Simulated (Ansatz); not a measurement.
## LiCl, first-principles data

LiCl:
```
LiCl
1.0
    3.79880     0.00000     0.00000
   -1.89940     3.28986     0.00000
    0.00000     0.00000     6.04132
Li Cl
2 2
Direct
  0.66667   0.33333   0.87878
  0.33333   0.66667   0.37878
  0.66667   0.33333   0.49622
  0.33333   0.66667   0.99622
```

Space group P6_3mc (No. 186), wurtzite; conventional cell a = 3.7988 Å, b = 3.7988 Å, c = 6.0413 Å, α = 90.00°, β = 90.00°, γ = 120.00°.

Method: DFT-LDA in the program Ansatz with PAW potentials. Geometry: relaxed at this level of theory. Other levels are named where they apply.

Cell and energy:

```json
{
  "volume_per_atom": "18.88 Å³",
  "density": "1.86 g/cm³",
  "Formation energy from the elements (no fitted shifts)": "-1.85 eV/atom"
}
```

Electronic structure:

```json
{
 "band_gap": "5.86 eV (direct)",
 "valence_band_maximum": "at Γ",
 "conduction_band_minimum": "at Γ",
 "electron_effective_mass": "0.51 mₑ (isotropic)",
 "hole_effective_mass": "0.50, 3.7, 3.7 mₑ (principal values)"
}
```

Mechanics:

```json
{
 "Bulk modulus (Birch–Murnaghan fit)": "30.1 GPa",
 "Pressure derivative B′": "4.3",
 "Elastic constants (relaxed ions, GPa)": "C11 = 41.1, C12 = 26.1, C13 = 24.3, C33 = 39.6, C44 = 8.5",
 "mechanical_stability": "stable (all eigenvalues of C positive)",
 "hill_bulk_and_shear_moduli": "30.1 and 8.0 GPa",
 "Young's modulus": "22.1 GPa",
 "Poisson's ratio": "0.38",
 "debye_temperature_from_the_elastic_constants": "262 K",
 "Piezoelectric stress constants (proper, relaxed ions, C/m²)": "e15 = e24 = 0.15, e31 = e32 = 0.20, e33 = -0.45"
}
```

Dielectric response:

```json
{
  "Electronic dielectric constant ε∞ (DFPT)": "2.62 (xx = yy), 2.66 (zz)",
  "Static dielectric constant ε0 (ions relaxed, cell fixed)": "4.27 (xx = yy), 4.63 (zz)",
  "Born charges (a third of the trace)": "Li +0.99, Cl -0.99 e",
  "Largest static χ(2) component": "1.8 pm/V"
}
```

Phonons:

```json
{
 "Highest zone-centre frequency (without LO–TO term)": "393 cm⁻¹",
 "zone_centre_stability": "no imaginary mode at Γ",
 "dynamical_stability_on_the_path": "stable (no imaginary branch)",
 "zero_point_energy": "45.4 meV/atom",
 "Vibrational entropy at 300 K": "28.2 J/(K·mol of atoms)"
}
```

The workflow started from a Materials Project entry (that database holds measured and hypothetical structures alike); the Crystallography Open Database copy checked does not list it. It is not the phase usual at ambient conditions (space group No. 225). The cell was relaxed with LDA under the symmetry of its start. Signs of piezoelectric constants follow the polarity of the cell as given. The references are the lowest solids computed at this level, not always the standard phases (solids in place of the gases).

Potentials: the later of the program's two PAW sets.
